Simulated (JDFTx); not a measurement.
An input for a modified build of JDFTx (Ta(110), CANDLE, water, 1 M NaF; bohr, hartree) and the course of its log:

```
lattice \
  6.2547289109 3.1273644554 0.0000000000 \
  0.0000000000 4.4227612259 0.0000000000 \
  0.0000000000 0.0000000000 43.4637008664
coords-type Lattice
ion Ta 0.5000000000 0.0000000000 -0.1526363770 0
ion Ta 0.0000000000 0.0000000000 -0.0508787920 0
ion Ta 0.5000000000 0.0000000000 0.0508787920 0
ion Ta 0.0000000000 0.0000000000 0.1526363770 0
ion-species pseudo/ta_pbe_v1.upf
elec-cutoff 20 100
elec-ex-corr gga-PBE
coulomb-interaction Slab 001
coulomb-truncation-embed 0 0 0
kpoint-folding 10 10 1
elec-smearing Fermi 0.01
elec-n-bands 37
target-mu -0.176029
electronic-scf nIterations 100 energyDiffThreshold 1e-07
fluid LinearPCM
pcm-variant CANDLE
fluid-solvent H2O
fluid-cation Na+ 1
fluid-anion F- 1
fluid-minimize nIterations 400 knormThreshold 1e-11
wavefunction read f0.wfns
elec-initial-eigenvals f0.eigenvals
elec-initial-fillings read f0.fillings
fluid-initial-state f0.fluidState
dump-name f0_u0.$VAR
dump End State Ecomponents EigStats BandEigs Forces ElecDensity IonicPositions Fillings Kpoints Dtot FluidDebug BoundCharge FluidDensity
```

```
[one cycle in 5 is shown, and the last three; fluid-solver lines are left out]
	FillingsUpdate:  mu: -0.176029000  nElectrons: 49.197408
SCF: Cycle:  0   G: -221.678396010086402   dG: +3.861e+00   |Residual|: 1.338e-01   |deigs|: 6.202e-09
	FillingsUpdate:  mu: -0.176029000  nElectrons: 51.682391
SCF: Cycle:  5   G: -225.503390833897384   dG: +2.132e-02   |Residual|: 1.304e-02   |deigs|: 6.147e-04
	FillingsUpdate:  mu: -0.176029000  nElectrons: 51.770842
SCF: Cycle: 10   G: -225.529812102133121   dG: +4.840e-04   |Residual|: 7.552e-03   |deigs|: 8.423e-05
	FillingsUpdate:  mu: -0.176029000  nElectrons: 51.852881
SCF: Cycle: 15   G: -225.539848735027164   dG: -9.040e-03   |Residual|: 2.120e-03   |deigs|: 7.116e-04
	FillingsUpdate:  mu: -0.176029000  nElectrons: 51.892325
SCF: Cycle: 20   G: -225.540720546953992   dG: +5.213e-06   |Residual|: 1.491e-04   |deigs|: 2.385e-05
	FillingsUpdate:  mu: -0.176029000  nElectrons: 51.889820
SCF: Cycle: 25   G: -225.540725753234994   dG: -3.330e-07   |Residual|: 3.514e-05   |deigs|: 9.560e-06
	FillingsUpdate:  mu: -0.176029000  nElectrons: 51.889401
SCF: Cycle: 30   G: -225.540725785088398   dG: -5.139e-06   |Residual|: 2.937e-05   |deigs|: 2.261e-05
	FillingsUpdate:  mu: -0.176029000  nElectrons: 51.883523
SCF: Cycle: 35   G: -225.540705540691704   dG: +2.027e-05   |Residual|: 2.908e-04   |deigs|: 4.583e-05
	FillingsUpdate:  mu: -0.176029000  nElectrons: 51.888105
SCF: Cycle: 40   G: -225.540724885458815   dG: +9.398e-08   |Residual|: 6.366e-05   |deigs|: 7.173e-07
	FillingsUpdate:  mu: -0.176029000  nElectrons: 51.888804
SCF: Cycle: 45   G: -225.540725664317506   dG: -2.022e-07   |Residual|: 2.711e-05   |deigs|: 2.066e-06
	FillingsUpdate:  mu: -0.176029000  nElectrons: 51.889350
SCF: Cycle: 50   G: -225.540725814186231   dG: +3.138e-11   |Residual|: 3.539e-06   |deigs|: 1.324e-07
	FillingsUpdate:  mu: -0.176029000  nElectrons: 51.888863
SCF: Cycle: 55   G: -225.540725723490681   dG: +8.993e-08   |Residual|: 3.090e-05   |deigs|: 4.048e-06
	FillingsUpdate:  mu: -0.176029000  nElectrons: 51.889461
SCF: Cycle: 60   G: -225.540725811365263   dG: -1.797e-07   |Residual|: 8.779e-06   |deigs|: 4.888e-06
	FillingsUpdate:  mu: -0.176029000  nElectrons: 51.888740
SCF: Cycle: 65   G: -225.540725622207873   dG: -2.822e-07   |Residual|: 3.165e-05   |deigs|: 2.629e-06
	FillingsUpdate:  mu: -0.176029000  nElectrons: 51.889526
SCF: Cycle: 70   G: -225.540725782196489   dG: -9.081e-08   |Residual|: 1.578e-05   |deigs|: 6.667e-06
	FillingsUpdate:  mu: -0.176029000  nElectrons: 51.888576
SCF: Cycle: 75   G: -225.540725404710400   dG: +1.939e-07   |Residual|: 4.124e-05   |deigs|: 4.010e-06
	FillingsUpdate:  mu: -0.176029000  nElectrons: 51.889041
SCF: Cycle: 80   G: -225.540725771659226   dG: -2.638e-07   |Residual|: 2.026e-05   |deigs|: 5.244e-06
	FillingsUpdate:  mu: -0.176029000  nElectrons: 51.889118
SCF: Cycle: 85   G: -225.540725761251849   dG: +1.385e-08   |Residual|: 4.482e-05   |deigs|: 5.205e-06
	FillingsUpdate:  mu: -0.176029000  nElectrons: 51.889934
SCF: Cycle: 90   G: -225.540725424938444   dG: +3.888e-07   |Residual|: 4.858e-05   |deigs|: 6.805e-06
	FillingsUpdate:  mu: -0.176029000  nElectrons: 51.889461
SCF: Cycle: 95   G: -225.540725801398594   dG: -1.284e-07   |Residual|: 1.251e-05   |deigs|: 5.712e-06
	FillingsUpdate:  mu: -0.176029000  nElectrons: 51.889137
SCF: Cycle: 97   G: -225.540725785997893   dG: -2.291e-07   |Residual|: 1.115e-05   |deigs|: 3.795e-06
	FillingsUpdate:  mu: -0.176029000  nElectrons: 51.889875
SCF: Cycle: 98   G: -225.540725711529717   dG: +7.447e-08   |Residual|: 3.178e-05   |deigs|: 5.299e-06
	FillingsUpdate:  mu: -0.176029000  nElectrons: 51.889349
SCF: Cycle: 99   G: -225.540725678749027   dG: +3.278e-08   |Residual|: 5.359e-05   |deigs|: 6.392e-06
SCF: None of the convergence criteria satisfied after 100 iterations.
IonicMinimize: Iter:   0  G: -225.540725678749027  |grad|_K:  0.000e+00
IonicMinimize: Converged (|grad|_K<1.000000e-04).
```

This run gave no converged result. The loop ran out of cycles short of its threshold. It has stalled and not diverged: the last ten energies span 4e-07 Ha, so the total is near its end, but levels, forces and the electron count aren't shown converged.
